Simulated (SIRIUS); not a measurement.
Consider a self-consistent single point of CdS (P6_3mc, 8 atoms in the cell; from Materials Project mp-672, changed as shown).

```
CdS
1.0
    4.08546     0.00000     0.00000
    0.00000     7.07623     0.00000
    0.00000     0.00000     6.64403
Cd S
4 4
Cartesian
  2.04273   1.17937   3.32348
  0.00000   2.35874   0.00146
  0.00000   4.71749   3.32348
  2.04273   5.89686   0.00146
  2.04273   1.17937   5.82535
  0.00000   2.35874   2.50334
  0.00000   4.71749   5.82535
  2.04273   5.89686   2.50334
```

Computed with LDA (PW92), GBRV LDA ultrasoft pseudopotentials (plane waves; SIRIUS 7.12.0).

SIRIUS settings:

```
key                                                                   value
--------------------------------------  -----------------------------------
parameters.ngridk                                                     6 4 4
parameters.xc_functionals                           [XC_LDA_X, XC_LDA_C_PW]
parameters.gk_cutoff                                           6.325 1/bohr
parameters.pw_cutoff                                          14.143 1/bohr
parameters.smearing                                             fermi_dirac
parameters.smearing_width                                     0.00183747 Ha
potentials                              GBRV LDA ultrasoft pseudopotentials
parameters.electronic_structure_method                      pseudopotential
parameters.num_bands                                                     43
parameters.num_mag_dims                                                   0
parameters.num_dft_iter                                                 100
parameters.energy_tol                                              1e-07 Ha
parameters.density_tol                                                1e-06
mixer.type                                                         broyden2
mixer.beta                                                              0.7
mixer.use_hartree                                                     false
```

Results:

| Quantity | Value |
|---|---|
| Number of valence electrons | 72 |
| Number of bands | 43 |
| Number of k-points after the program's reduction | 36 |
| Number of plane waves (most at a k-point) | 5576 |
| Number of SCF iterations | 30 |
| FFT grid | 40 × 64 × 60 |
| Free energy E − TS | -7549.1096 eV |
| Gap on the k-point mesh | 0.98 eV |
| Pressure | -0.31 GPa |

Stress (GPa, positive for compression):
```
-0.33   0.00   0.00
 0.00  -0.35   0.00
 0.00   0.00  -0.24
```

The gap is read on the k-point mesh of the run and can differ from the gap over the whole zone at this level.

For comparison: a first run was changed to give this one (lattice scaled by 0.98), and from it to this one the free energy falls by 18.3 meV/atom, the pressure goes from -3.84 to -0.31 GPa, the largest force hardly changes (0.003 to 0.001 eV/Å) and the gap on the mesh goes from 0.846 to 0.981 eV.

The structure comes from a collection of computed structures, made at another level of theory; the collection holds predicted forms beside known ones.

Cost on one core: about 4 core-minutes (a rough figure).
